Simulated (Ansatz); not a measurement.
YN (rock salt), conventional cell a = b = c = 4.856 Å, α = β = γ = 90.00°. The calculation uses the primitive cell of 2 atoms, to which meshes and values per cell refer.

Equation-of-state scan: isotropic scaling of the cell above, V₀ being its volume. Symmetry pins the atoms to their sites.

Computed with PBEsol (plane waves to 420 eV, PAW, scalar-relativistic; Ansatz, a first-principles code). k mesh 12×12×12 (Γ-centred), Fermi-Dirac smearing 0.05 eV. The energy includes the smearing's −TS. Stress and pressure are positive under compression. YN is run without spin polarisation. YN was relaxed with its symmetry unable to fall. The zero of ΔE is the relaxed starting cell.

```tsv
a (Å)	ΔE (eV/atom)	P (GPa)
4.6886	[?]	[?]
4.7231	0.0565	17.0
4.7570	0.0306	12.1
4.7905	0.0131	7.6
4.8236	[?]	3.6
4.8562	0.0000	0.0
4.8883	0.0030	-3.3
4.9201	0.0114	-6.2
4.9514	0.0249	-8.8
4.9824	0.0428	-11.2
5.0129	0.0648	-13.3
```

### Question
What belongs in the gaps?

### Answer

- 4.6886, ΔE (eV/atom): 0.0917
- 4.6886, P (GPa): 22.5
- 4.8236, ΔE (eV/atom): 0.0032

(Under strain, the slope of the energy per volume gives the stress and its curvature an elastic modulus.)
